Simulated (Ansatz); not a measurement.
# Two Ansatz runs on InSb$_{3}$

Structure from Materials Project entry mp-975512 (possibly hypothetical), not relaxed further.

First run: DFT, PBE, all-electron LAPW, scalar-relativistic (Ansatz 0.2.0).

Command: `ansatz run input.yaml --threads 1 --pin off --max-ram 4096MiB --backend cpu --events-out ev --progress --plain --runs-dir out` The run took 36 s on 1 thread of Intel(R) Xeon(R) 6975P-C (Granite Rapids) (shared host), peak memory 0.57 GiB.

```yaml
crystal:
  lattice:
    - [0.0, 3.794555, 3.794555]
    - [3.794555, 0.0, 3.794555]
    - [3.794555, 3.794555, 0.0]
  atoms:
    - { symbol: In, position: [0.0, 0.0, 0.0] }
    - { symbol: Sb, position: [0.25, 0.25, 0.25] }
    - { symbol: Sb, position: [0.75, 0.75, 0.75] }
    - { symbol: Sb, position: [0.5, 0.5, 0.5] }
kpoints:
  mp_grid: { grid: [9, 9, 9] }
  band_path:
    path:
      - [0.0, 0.0, 0.0]
      - [0.5, 0.0, 0.5]
      - [0.625, 0.25, 0.625]
      - [0.375, 0.375, 0.75]
      - [0.0, 0.0, 0.0]
      - [0.5, 0.5, 0.5]
      - [0.5, 0.25, 0.75]
      - [0.5, 0.0, 0.5]
    npoints: 14
scf:
  occupations: { method: fermi_dirac, width: 0.05 }
hamiltonian:
  xc: pbe
  pseudopotentials: { kind: all_electron, lapw: { basis_error: 0.0005 } }
output:
  forces: true
  stress: true
  eigenvalues: true
  populations: true
  dos: { projected: true, de: 0.2, e_range: [-14, 8] }
```

Result: converged; pressure 0.35 GPa; no gap on the k mesh; 10 SCF iterations.

No spin–orbit coupling, which matters for the heavy atoms here.

A second input differs as follows:

```diff
@@ -24,6 +24,7 @@
 scf:
   occupations: { method: fermi_dirac, width: 0.05 }
+  max_iter: 50
 hamiltonian:
-  xc: pbe
+  xc: b3-lyp
   pseudopotentials: { kind: all_electron, lapw: { basis_error: 0.0005 } }
 output:
@@ -32,4 +33,3 @@
   eigenvalues: true
   populations: true
-  dos: { projected: true, de: 0.2, e_range: [-14, 8] }
```

Q: What is wrong with it, and what does the program do?

A: The fault is an unknown functional. The run refused before any iteration. The log ends:
```
Error: YAML parse error: error: line 28 column 7: hamiltonian.xc: unknown variant `b3-lyp`, expected one of `lda`, `lda-pw`, `pw92`, `pbe`, `pbesol`, `rpbe`, `revpbe`, `blyp`, `pbe0`, `revpbe0`, `b3lyp`, `b3lyp5`, `hse06`, `wpbeh`, `hiss`, `lc_wpbe`, `cam_b3lyp`, `hf`, `r2scan`, `r2scanh`, `r2scan0`, `r2scan50`, `mr2scan`
  --> <input>:28:7
   |
26 |   max_iter: 50
27 | hamiltonian:
28 |   xc: b3-lyp
   |       ^ hamiltonian.xc: unknown variant `b3-lyp`, expected one of `lda`, `lda-pw`, `pw92`, `pbe`, `pbesol`, `rpbe`, `revpbe`, `blyp`, `pbe0`, `revpbe0`, `b3lyp`, `b3lyp5`, `hse06`, `wpbeh`, `hiss`, `lc_wpbe`, `cam_b3lyp`, `hf`, `r2scan`, `r2scanh`, `r2scan0`, `r2scan50`, `mr2scan`
29 |   pseudopotentials: { kind: all_electron, lapw: { basis_error: 0.0005 }…
30 | output:
   |
```
